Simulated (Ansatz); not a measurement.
Space group I4/mcm (No. 140). a = 6.853 Å, b = 6.853 Å, c = 5.735 Å, α = 90.00°, β = 90.00°, γ = 90.00°
```tsv
atom	site	symmetry	x	y	z
In	8h	m.2m	0.6552	0.1552	0.0000
Ag	4a	422	0.0000	0.0000	0.7500
```

Equation of state of this In2Ag structure (not necessarily the ground state), with shape and atoms relaxed at each volume where symmetry leaves them free. It has no gap at any of these volumes. Method: DFT r2SCAN, scalar-relativistic, plane waves, PAW (Ansatz 0.2.0).

Cutoff 500 eV; k points 8×8×8 on the computed 6-atom cell (Γ-centred); Gaussian smearing, width 0.10 eV; no spin polarisation.

| V (Å³/atom) | E − E(largest V) (meV/atom) | P (GPa) |
| --- | --- | --- |
| 19.753 | 47.54 | 11.21 |
| 20.426 | 8.38 | 7.52 |
| 21.100 | -16.73 | 4.50 |
| 21.773 | -30.29 | 2.02 |
| 22.446 | -34.36 | 0.00 |
| 23.120 | -30.70 | -1.66 |
| 23.793 | -20.84 | -2.99 |
| 24.691 | 0.00 | -4.37 |

Fit a third-order Birch–Murnaghan equation to E(V).

V0 = 22.44 Å³/atom, B0 = 61 GPa, B0' = 5.8.